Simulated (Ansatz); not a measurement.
# What DFT gives for LuSi2Os2

```
Os Lu Si
1.0
     0.00000    4.17122    0.00000
     4.17122    0.00000    0.00000
     2.08561    2.08561   -4.84656
Os Lu Si
2 1 2
Direct
  0.75000 0.25000 0.50000
  0.25000 0.75000 0.50000
  0.00000 0.00000 0.00000
  0.37500 0.37500 0.25000
  0.62500 0.62500 0.75000
```

Method: r2SCAN, no spin polarisation; PAW, plane waves to 500 eV, 9×9×9 Γ-centred mesh, fermi-dirac occupations (width 0.0775 eV) (Ansatz 0.2.0), atoms fixed.

(1) Is it stable against the elements?

(2) Is there a gap?

(3) Is the cell too large or too small?

(4) How is the charge shared?

Origin: a database entry at a rescaled volume.

Results:

(1) -0.72 eV an atom against the elements' usual phases (free molecules for gases, crystals otherwise, with no correction for O₂ or N₂), so it is bound against them; other compounds may still compete. Relaxing would lower it.

(2) It is a metal, with about 3.2 states/eV a cell as the mean within 0.25 eV of the Fermi level, mostly Os d (58 %) and Lu d (21 %).

(3) The pressure is -7.5 GPa (compression positive), so with the atoms held at these fractions the cell would first shrink.

(4) Bader charges in e: Lu +1.79, Si +0.53, Os -1.42. In the mean Lu gives up most and Os takes most.
